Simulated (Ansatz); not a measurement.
Ansatz (a program for electronic structure) input:

Ansatz 0.2 input:
```yaml
crystal:
  lattice:
    - [4.4269694511, 0.0, 0.0]
    - [-2.2134847255, 3.8338680064, 0.0]
    - [0.0, 0.0, 10.7926255106]
  atoms:
    - { symbol: Sn, position: [0.0, 0.0, 0.5] }
    - { symbol: Sn, position: [0.3333333333, 0.6666666667, 0.1521827834] }
    - { symbol: Sn, position: [0.6666666667, 0.3333333333, 0.8478172166] }
    - { symbol: Te, position: [0.3333333333, 0.6666666667, 0.6740356216] }
    - { symbol: Te, position: [0.6666666667, 0.3333333333, 0.3259643784] }
    - { symbol: Se, position: [0.0, 0.0, 0.0] }
kpoints:
  mp_grid: { grid: [11, 11, 4] }
hamiltonian:
  xc: r2scan
  pseudopotentials: { kind: paw }
scf:
  occupations: { method: gaussian, width: 0.05 }
checkpoint: { read: metal.run }
output: { write_density: true, elf: true, volumetric_format: npy }
basis: { fft_grid_basis: typed }
```

Output (shortened):

```
Pseudopotential: Sn, paw, valence charge 14
Pseudopotential: Te, paw, valence charge 16
Pseudopotential: Se, paw, valence charge 16
Functional definition: r2SCAN
Crystal: 6 atoms, lattice volume = 183.177 Å³
Basis set: ecut = 500 eV, 4551 PW (Γ), exchange–correlation on 144×144×320 points (64 copies of the dense FFT grid, shifted against one another)
Bands: 54, of which v1, the nominal top of the filled ones, is band 45 counted from 1 (44 counted from 0)
Symmetry: 12 space group operations
Space group: P-3m1 (ITA 164), of the structure as read, at distance tolerance 5.7e-5 Å
k-points: 58 of 484
Stability of the state it starts from, as read at its close in the unpolarized treatment …
iter 1 solved again at ethr=3.16e-7 eV; its pass at ethr=3.10e-3 eV (dr2=2.84e-4 eV) is discarded
SCF iter   1: F=—  HF=-37585.519435 eV  |F-HF|=—  |Δ(HF+E_count)|=         —  Δρ=1.10e-6  dr2=3.08e-9  dr2_τ=2.80e-10  ethr=3.16e-7  ⟨swp⟩=3.4  Hψ=20725  notcnv=0
preconditioner: auto → Kerker (q_TF=auto, 2.424 Å⁻¹)
SCF iter   2: F=—  HF=-37585.519423 eV  |F-HF|=—  |Δ(HF+E_count)|=   1.18e-5  Δρ=4.29e-7  dr2=3.74e-10  dr2_τ=2.71e-10  ethr=3.42e-12  ⟨swp⟩=8.5  Hψ=15145  notcnv=0
SCF iter   3: F=-37585.519423 eV  HF=-37585.519423 eV  |F-HF|=1.31e-10  |Δ(HF+E_count)|=  1.46e-11  Δρ=2.93e-7  dr2=1.97e-10  dr2_τ=2.25e-11  ethr=1.00e-12  ⟨swp⟩=1.0  Hψ=6498  notcnv=0
SCF 1 converged in 3 iterations: F = -37585.519423 eV  dr2 = 1.97e-10
SCF converged after 3 iterations
Free energy (F): -37585.519423 eV
Harris-Foulkes:  -37585.519423 eV  (|F-HF|=1.31e-10)
Internal energy: -37585.519307 eV  (E = F + TS)
E sigma→0 (E₀):  -37585.519365 eV
Entropy (-TS):   -0.000117 eV (-0.019 meV/atom)
Fermi energy:    9.416987 eV
--- Per-component energies (eV) ---
  E_band       = -1270.431863
  E_kinetic    = 1032.679814
  E_local      = -7798.939055  (includes V_loc(G=0)·N_el)
  E_nonlocal   = -1315.910601
  E_hartree    = 4533.642700
  E_xc         = -1455.336343
  E_vxc        = -644.470865  (∫ρ·V_xc dr)
  E_paw        = -23764.400108  (= ΣΔE_a)
  E_vpaw       = -1649.590148  (= ΣTr[D̂ρ^β])
  E_aug_tail   = -0.000284  (compensation charges beyond the density's cutoff)
  E_vtau       = 38.513795  (kinetic-family band-sum trace: ∫τ·v_τ [+ j·A + Jᵃ·Aᵃ] dr)
  E_ewald      = -8818.266329
  E_core_change = 1.010900  (= ΣΔE_core)
  E_smearing   = -0.000117  (= −TS)
  E_closure    = 0.000000  (closes the sum)
  Σ components = -37585.519423   (vs F -37585.519423, Δ=0.00e0)
  [band-id]    e_kinetic+e_local+e_nonlocal+2·e_hartree+e_vxc+e_vpaw+e_augmentation_tail+e_vtau = -1270.431944   (vs E_band -1270.431863, Δ=-8.16e-5)
--- Band table (eV; the first three rows and the last of 58) ---
  k-point 0: bands = ["-39.6368", "-39.6368", "-39.6184", "-39.6184", "-39.6103", "-28.6854", "-28.6854", "-28.6851", "-28.6851", "-28.6837", "-28.6835", "-28.6740", "-28.6740", "-28.6739", "-28.6739", "-13.4910", "-13.4910", "-13.4870", "-13.4870", …
  k-point 1: bands = ["-39.6368", "-39.6368", "-39.6184", "-39.6184", "-39.6103", "-28.6854", "-28.6854", "-28.6851", "-28.6851", "-28.6837", "-28.6835", "-28.6740", "-28.6740", "-28.6739", "-28.6739", "-13.4911", "-13.4911", "-13.4869", "-13.4869", …
  k-point 2: bands = ["-39.6368", "-39.6368", "-39.6184", "-39.6184", "-39.6103", "-28.6854", "-28.6854", "-28.6851", "-28.6851", "-28.6837", "-28.6835", "-28.6740", "-28.6740", "-28.6739", "-28.6739", "-13.4912", "-13.4912", "-13.4868", "-13.4868", …
  k-point 57: bands = ["-39.6368", "-39.6368", "-39.6184", "-39.6184", "-39.6103", "-28.6857", "-28.6855", "-28.6855", "-28.6852", "-28.6830", "-28.6830", "-28.6734", "-28.6734", "-28.6732", "-28.6731", "-13.5030", "-13.4940", "-13.4933", "-13.4843", …
```

Cost: very roughly 40 core-seconds on shared cores.

The first step of the workflow began from a Materials Project structure, measured or hypothetical; the Crystallography Open Database copy checked does not list it. Its standing as an ambient phase is unchecked. Symmetry was held in the r²SCAN relaxation; its stability against distortions is not shown here. Spin–orbit coupling is left out wherever it is not named.

Potentials: the later of the program's two PAW sets.

Ansatz is a plane-wave DFT program.
